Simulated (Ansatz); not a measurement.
Ba2YHO3:
```cif
data_H2Ba4O6Y2
_chemical_formula_sum 'Y2 O6 H2 Ba4'
_space_group_name_H-M_alt 'Immm'
_space_group_IT_number 71
_space_group_name_Hall '-I 2 2'
_cell_length_a 4.16677
_cell_length_b 4.37727
_cell_length_c 13.75880
_cell_angle_alpha 90.000
_cell_angle_beta 90.000
_cell_angle_gamma 90.000
loop_
_space_group_symop_operation_xyz
  'x, y, z'
  '-x, -y, -z'
  '-x, -y, z'
  'x, y, -z'
  'x, -y, -z'
  '-x, y, z'
  '-x, y, -z'
  'x, -y, z'
  'x+1/2, y+1/2, z+1/2'
  '-x+1/2, -y+1/2, -z+1/2'
  '-x+1/2, -y+1/2, z+1/2'
  'x+1/2, y+1/2, -z+1/2'
  'x+1/2, -y+1/2, -z+1/2'
  '-x+1/2, y+1/2, z+1/2'
  '-x+1/2, y+1/2, -z+1/2'
  'x+1/2, -y+1/2, z+1/2'
loop_
_atom_site_label
_atom_site_type_symbol
_atom_site_symmetry_multiplicity
_atom_site_Wyckoff_symbol
_atom_site_fract_x
_atom_site_fract_y
_atom_site_fract_z
_atom_site_occupancy
Y1 Y 2 a 0.00000 0.00000 0.00000 1
O1 O 2 d 0.00000 0.50000 0.00000 1
H1 H 2 b 0.50000 0.00000 0.00000 1
O2 O 4 i 0.00000 0.00000 0.16374 1
Ba1 Ba 4 i 0.00000 0.00000 0.34784 1
```
(The calculation used a cell of 7 atoms; values per cell refer to that cell.)

Relaxed with r²SCAN. r²SCAN (plane waves, PAW; program Ansatz) gives a gap of 3.61 eV.

### Question
What gap does HSE06 give on the same cell (Ansatz, PAW)?

### Answer
4.56 eV, 0.95 eV more. The hybrid was solved on a coarser mesh and at special points; the gap given is the minimum over both.

Cost on shared cores: the r²SCAN run (SCF on a 9×9×9 mesh, then bands and DOS) about 9 core-minutes (a rough figure), the HSE06 run (SCF on 5×5×5, then a few points) roughly 9 core-minutes; the tasks are unlike.

The start of the workflow was typed in or built on a structure type; neither database checked (COD, Materials Project) lists it. Whether it is the stable phase at ambient conditions was not checked. Symmetry was held in the r²SCAN relaxation; whether a distortion lowers the energy is not shown. No spin polarisation was allowed. Spin–orbit coupling is left out wherever it is not named.

Potentials: the earlier of the program's two PAW sets. The files were generated under PBE; for other functionals the program regenerates the frozen cores, and for LDA and PBEsol the local potential too.
